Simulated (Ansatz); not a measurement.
A relaxation computed with Ansatz, from input to last step.

```yaml
crystal:
  lattice:
    - [4.9817874704, 0.0, 0.0]
    - [0.0, 6.0802331621, 0.0]
    - [0.0, 0.0, 3.7956902961]
  atoms:
    - { symbol: Ti, position: [0.0, 0.0, 0.0] }
    - { symbol: Ti, position: [0.5, 0.5, 0.5] }
    - { symbol: In, position: [0.2004, 0.3787, 0.0] }
    - { symbol: In, position: [0.7996, 0.6213, 0.0] }
    - { symbol: In, position: [0.7004, 0.1213, 0.5] }
    - { symbol: In, position: [0.2996, 0.8787, 0.5] }
basis:
  ecutwfc: 420
kpoints:
  mp_grid: { grid: [4, 4, 4] }
hamiltonian:
  xc: pbe
scf:
  occupations: { method: gaussian, width: 0.1 }
  lower_state_search: "off"
output:
  forces: true
  stress: true
  eigenvalues: true
relax:
  adjacent_minimum: "off"
  f_tol: 0.04
  max_steps: 70
  cell: { stress_tol: 0.4 }
```

```bash
ansatz run input.yaml --threads 1 --pin off --max-ram 2560MiB --backend cpu --events-out ev --progress --plain --runs-dir out
```

These are results of DFT PBE, scalar-relativistic, plane waves, PAW in Ansatz, not measurements.

Of 19 frames 10 are shown, positions in Å and forces in eV/Å; the SCF threshold varies from step to step. Steps run on the plane waves of an earlier cell, with a Pulay correction in the pressure. The basis is chosen afresh for the last frame, the zero of the energies, and at times for earlier ones too; energy and pressure step there, also at an unchanged geometry. Here that happened at step 15 (-64 meV/atom, 4.2 GPa); the frames before carry an error of that size.

```xyz
6
Lattice="4.9818 0.0000 0.0000 0.0000 6.0802 0.0000 0.0000 0.0000 3.7957" Properties=species:S:1:pos:R:3:forces:R:3 pbc="T T T" step=1 free_energy_over_end_meV_per_atom=1201.93 pressure_GPa=37.79
Ti    0.0000    0.0000    0.0000    0.0000    0.0000    0.0000
Ti    2.4909    3.0401    1.8978    0.0000    0.0000    0.0000
In    0.9983    2.3026    0.0000    0.9635   -0.8860    0.0000
In    3.9834    3.7776    0.0000   -0.9635    0.8860    0.0000
In    3.4892    0.7375    1.8978    0.9635    0.8860    0.0000
In    1.4925    5.3427    1.8978   -0.9635   -0.8860    0.0000
6
Lattice="5.4252 0.0000 0.0000 0.0000 6.5438 0.0000 0.0000 0.0000 4.1449" Properties=species:S:1:pos:R:3:forces:R:3 pbc="T T T" step=3 free_energy_over_end_meV_per_atom=514.44 pressure_GPa=7.38
Ti    0.0000    0.0000    0.0000    0.0000    0.0000    0.0000
Ti    2.7126    3.2719    2.0724    0.0000    0.0000    0.0000
In    1.1409    2.4528    0.0000    0.2685   -0.1295    0.0000
In    4.2843    4.0910    0.0000   -0.2685    0.1295    0.0000
In    3.8534    0.8191    2.0724    0.2685    0.1295    0.0000
In    1.5717    5.7247    2.0724   -0.2685   -0.1295    0.0000
6
Lattice="5.7691 0.0000 0.0000 0.0000 6.2855 0.0000 0.0000 0.0000 4.5032" Properties=species:S:1:pos:R:3:forces:R:3 pbc="T T T" step=5 free_energy_over_end_meV_per_atom=399.59 pressure_GPa=-1.07
Ti    0.0000    0.0000    0.0000    0.0000    0.0000    0.0000
Ti    2.8845    3.1427    2.2516    0.0000    0.0000    0.0000
In    1.3432    2.4577    0.0000    0.1165    0.1638    0.0000
In    4.4259    3.8278    0.0000   -0.1165   -0.1638    0.0000
In    4.2278    0.6851    2.2516    0.1165   -0.1638    0.0000
In    1.5413    5.6004    2.2516   -0.1165    0.1638    0.0000
6
Lattice="6.0301 0.0000 0.0000 0.0000 5.6809 0.0000 0.0000 0.0000 4.5815" Properties=species:S:1:pos:R:3:forces:R:3 pbc="T T T" step=7 free_energy_over_end_meV_per_atom=289.76 pressure_GPa=-2.65
Ti    0.0000    0.0000    0.0000    0.0000    0.0000    0.0000
Ti    3.0150    2.8405    2.2908    0.0000    0.0000    0.0000
In    1.4416    2.3744    0.0000    0.0051    0.4658    0.0000
In    4.5885    3.3065    0.0000   -0.0051   -0.4658    0.0000
In    4.4566    0.4660    2.2908    0.0051   -0.4658    0.0000
In    1.5735    5.2149    2.2908   -0.0051    0.4658    0.0000
6
Lattice="6.1431 0.0000 0.0000 0.0000 5.0884 0.0000 0.0000 0.0000 4.5877" Properties=species:S:1:pos:R:3:forces:R:3 pbc="T T T" step=9 free_energy_over_end_meV_per_atom=164.71 pressure_GPa=-0.39
Ti    0.0000    0.0000    0.0000    0.0000    0.0000    0.0000
Ti    3.0716    2.5442    2.2938    0.0000    0.0000    0.0000
In    1.4723    2.2993    0.0000    0.1176    0.6512    0.0000
In    4.6708    2.7891    0.0000   -0.1176   -0.6512    0.0000
In    4.5439    0.2449    2.2938    0.1176   -0.6512    0.0000
In    1.5993    4.8435    2.2938   -0.1176    0.6512    0.0000
6
Lattice="6.0126 0.0000 0.0000 0.0000 4.9605 0.0000 0.0000 0.0000 4.6579" Properties=species:S:1:pos:R:3:forces:R:3 pbc="T T T" step=11 free_energy_over_end_meV_per_atom=115.25 pressure_GPa=1.34
Ti    0.0000    0.0000    0.0000    0.0000    0.0000    0.0000
Ti    3.0063    2.4802    2.3289    0.0000    0.0000    0.0000
In    1.4675    2.4765    0.0000   -0.0875    0.0108    0.0000
In    4.5452    2.4840    0.0000    0.0875   -0.0108    0.0000
In    4.4738    0.0038    2.3289   -0.0875   -0.0108    0.0000
In    1.5388    4.9567    2.3289    0.0875    0.0108    0.0000
6
Lattice="6.1343 0.0000 0.0000 0.0000 4.9215 0.0000 0.0000 0.0000 4.6246" Properties=species:S:1:pos:R:3:forces:R:3 pbc="T T T" step=13 free_energy_over_end_meV_per_atom=108.69 pressure_GPa=0.21
Ti    0.0000    0.0000    0.0000    0.0000    0.0000    0.0000
Ti    3.0672    2.4608    2.3123    0.0000    0.0000    0.0000
In    1.4993    2.4601    0.0000   -0.1249    0.0022    0.0000
In    4.6350    2.4615    0.0000    0.1249   -0.0022    0.0000
In    4.5665    0.0007    2.3123   -0.1249   -0.0022    0.0000
In    1.5678    4.9208    2.3123    0.1249    0.0022    0.0000
6
Lattice="6.1708 0.0000 0.0000 0.0000 4.9274 0.0000 0.0000 0.0000 4.5968" Properties=species:S:1:pos:R:3:forces:R:3 pbc="T T T" step=15 free_energy_over_end_meV_per_atom=43.34 pressure_GPa=4.27
Ti    0.0000    0.0000    0.0000    0.0000    0.0000    0.0000
Ti    3.0854    2.4637    2.2984    0.0000    0.0000    0.0000
In    1.4882    2.4636    0.0000   -0.0117    0.0003    0.0000
In    4.6826    2.4638    0.0000    0.0117   -0.0003    0.0000
In    4.5736    0.0001    2.2984   -0.0117   -0.0003    0.0000
In    1.5972    4.9273    2.2984    0.0117    0.0003    0.0000
6
Lattice="6.5560 0.0000 0.0000 0.0000 4.7502 0.0000 0.0000 0.0000 4.7166" Properties=species:S:1:pos:R:3:forces:R:3 pbc="T T T" step=17 free_energy_over_end_meV_per_atom=1.23 pressure_GPa=0.63
Ti    0.0000    0.0000    0.0000    0.0000    0.0000    0.0000
Ti    3.2780    2.3751    2.3583    0.0000    0.0000    0.0000
In    1.6316    2.3780    0.0000    0.0026   -0.0098    0.0000
In    4.9244    2.3721    0.0000   -0.0026    0.0098    0.0000
In    4.9096   -0.0029    2.3583    0.0026    0.0098    0.0000
In    1.6464    4.7531    2.3583   -0.0026   -0.0098    0.0000
6
Lattice="6.6310 0.0000 0.0000 0.0000 4.7321 0.0000 0.0000 0.0000 4.7271" Properties=species:S:1:pos:R:3:forces:R:3 pbc="T T T" step=19 free_energy_over_end_meV_per_atom=0.00 pressure_GPa=0.03
Ti    0.0000    0.0000    0.0000    0.0000    0.0000    0.0000
Ti    3.3155    2.3660    2.3635    0.0000    0.0000    0.0000
In    1.6564    2.3663    0.0000    0.0015   -0.0009    0.0000
In    4.9747    2.3658    0.0000   -0.0015    0.0009    0.0000
In    4.9719   -0.0003    2.3635    0.0015    0.0009    0.0000
In    1.6591    4.7324    2.3635   -0.0015   -0.0009    0.0000
```

The start puts this composition into another compound's structure type, which needn't suit it. At the end the space group is I4/mmm (tolerance 0.05 Å).

The run took 4.3 min on 1 thread of Arm Neoverse V1 (shared host), peak memory 0.47 GiB.

The k mesh is coarse.